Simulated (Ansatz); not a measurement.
BaTiO$_{3}$:
```xyz
5
Lattice="3.9702 0.0000 0.0000 0.0000 3.9702 0.0000 0.0000 0.0000 3.9702" Properties=species:S:1:pos:R:3 pbc="T T T"
Ba     1.9851     1.9851     1.9851
Ti     0.0000     0.0000     0.0000
O      1.9851     0.0000     0.0000
O      0.0000     1.9851     0.0000
O      0.0000     0.0000     1.9851
```

PBEsol (plane waves, PAW; program Ansatz) gives a gap of 1.82 eV without spin–orbit coupling, maximum at R, minimum at Γ.

**Question.** What happens when spin–orbit coupling is switched on?

**Answer.** The gap falls by 0.02 eV, to 1.80 eV; maximum at R, minimum at Γ.

**Question.** Give the electron effective mass with spin–orbit coupling, band 1 of 2 at the edge.

**Answer.** 1.1 along [100], 0.75 along [110], 0.62 along [111] (mₑ).

**Question.** Give the electron effective mass with spin–orbit coupling, band 2 of 2 at the edge.

**Answer.** 0.39 along [100], 0.46 along [110], 0.52 along [111] (mₑ).

Space group Pm-3m (cubic perovskite). This is a known high-temperature phase of the composition, computed here at zero pressure and temperature. The cell was relaxed with PBEsol under the symmetry of its start; whether a distortion lowers the energy is not shown. The run is not spin-polarised.

Potentials: the earlier of the program's two PAW sets.
